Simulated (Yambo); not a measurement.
G0W0@PBEsol for BaCNSCl (space group P2_1/m, No. 11) in Yambo. Reference settings: 2×2×1 Γ-centred k mesh, 342 bands and a 7 Ry block in the screening, 342 bands in G with the Bruneval-Gonze terminator, plasmon pole fitted at 27.2 eV. The PBEsol gap (-0.5, 0, 0) → (-0.5, 0, 0) on this mesh is 4.15 eV; G0W0 gaps are taken between the same points.

With and without the terminator, as bands are cut:

```json
[
 {"bands in G (in W)": "125 (342)", "gap, terminator (eV)": "6.542", "gap, none (eV)": "6.540", "valence shift, terminator (eV)": "-1.130", "valence shift, none (eV)": "-0.620"},
 {"bands in G (in W)": "218 (342)", "gap, terminator (eV)": "6.528", "gap, none (eV)": "6.534", "valence shift, terminator (eV)": "-1.191", "valence shift, none (eV)": "-0.938"},
 {"bands in G (in W)": "342 (342)", "gap, terminator (eV)": "6.524", "gap, none (eV)": "6.532", "valence shift, terminator (eV)": "-1.210", "valence shift, none (eV)": "-1.084"}
]
```

Over this range the gap spans 0.018 eV with the terminator and 0.008 eV without, the valence shift 0.080 eV and 0.464 eV. Neither column has reached its limit for certain.

Geometry of the Materials Project entry, not relaxed at this level; primitive cell a = 5.913 Å, b = 4.690 Å, c = 8.905 Å, α = 90.00°, β = 98.71°, γ = 90.00°.

A shift is the quasiparticle energy of the state minus its PBEsol energy.
